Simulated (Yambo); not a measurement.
Yambo input for KF (rock salt, space group Fm-3m, No. 225) under isotropic strain of -1.5 % on all lattice vectors (a = b = c = 3.6927 Å, α = β = γ = 60.00°), on norm-conserving PBEsol (Quantum ESPRESSO, 84 Ry, scalar-relativistic) wavefunctions on a 16×16×16 mesh:

```
optics
chi
dipoles
kernel
FFTGvecs= 40 Ry
Chimod= "HARTREE"
NGsBlkXd= 4 Ry
% QpntsRXd
 1 | 1 |
%
% BndsRnXd
 1 | 27 |
%
GrFnTpXd= "R"
% EnRngeXd
 0.0 | 20.0 | eV
%
% DmRngeXd
 0.2 | 0.2 | eV
%
CGrdSpXd= 50
ETStpsXd= 161
% LongDrXd
 1.0 | 0.0 | 0.0 |
%
% XfnQP_E
 3.818 | 1.0 | 1.0 |
%
```

First lines of the file o-*.eps_q1_inv_rpa_dyson:

```
Absorption @ Q(1):   1.00000000     0.00000000     0.00000000    [q->0 direction]
#
# [ X ] Hartree size     :   51
# [GEN] GF Energies     : Perdew, Burke & Ernzerhof SOL(X)+Perdew, Burke & Ernzerhof SOL(C)+ user defined corrections @E
# [GEN] Green`s Function     : Retarded
#
# [GEN] Gauge     : Length
# [GEN] [r,Vnl] included     : yes
#
#    E[1] [eV]     Im(eps)     Re(eps)     Im(eps_o)     Re(eps_o)
#
     0.000000     -0.253626E-7     1.772671     -0.32878E-18     1.920351
     0.125000     0.116154E-3     1.772707     0.138868E-3     1.920394
     0.250000     0.232431E-3     1.772816     0.277846E-3     1.920524
     0.375000     0.348903E-3     1.772997     0.417047E-3     1.920741
     0.500000     0.465668E-3     1.773252     0.556582E-3     1.921045
     0.625000     0.582824E-3     1.773579     0.696564E-3     1.921437
     0.750000     0.700472E-3     1.773980     0.837107E-3     1.921916
     0.875000     0.818712E-3     1.774454     0.978325E-3     1.922482
     1.000000     0.937648E-3     1.775003     0.001120     1.923138
     1.125000     0.001057     1.775626     0.001263     1.923882
     1.250000     0.001178     1.776324     0.001407     1.924716
     1.375000     0.001300     1.777097     0.001552     1.925640
     1.500000     0.001422     1.777947     0.001699     1.926655
     1.625000     0.001546     1.778874     0.001847     1.927762
     1.750000     0.001672     1.779879     0.001996     1.928962
     1.875000     0.001799     1.780963     0.002147     1.930256
     2.000000     0.001927     1.782126     0.002300     1.931644
     2.125000     0.002057     1.783370     0.002455     1.933129
     2.250000     0.002190     1.784697     0.002612     1.934711
     2.375000     0.002324     1.786106     0.002771     1.936391
     2.500000     0.002460     1.787599     0.002933     1.938172
     2.625000     0.002599     1.789179     0.003097     1.940055
     2.750000     0.002740     1.790845     0.003264     1.942041
     2.875000     0.002883     1.792601     0.003434     1.944133
     3.000000     0.003030     1.794447     0.003608     1.946332
     3.125000     0.003179     1.796386     0.003785     1.948640
     3.250000     0.003332     1.798419     0.003965     1.951059
     3.375000     0.003488     1.800548     0.004149     1.953593
     3.500000     0.003648     1.802776     0.004338     1.956243
     3.625000     0.003812     1.805105     0.004531     1.959011
     3.750000     0.003980     1.807538     0.004728     1.961902
     3.875000     0.004152     1.810076     0.004931     1.964917
     4.000000     0.004329     1.812724     0.005138     1.968061
```
(The file goes on to the top of the energy range.) Convergence of the RPA response with its 16×16×16 mesh was not tested. The scissor comes from a G0W0 run whose convergence isn't established.

Geometry strained from the cell relaxed with PBEsol, atoms relaxed again.
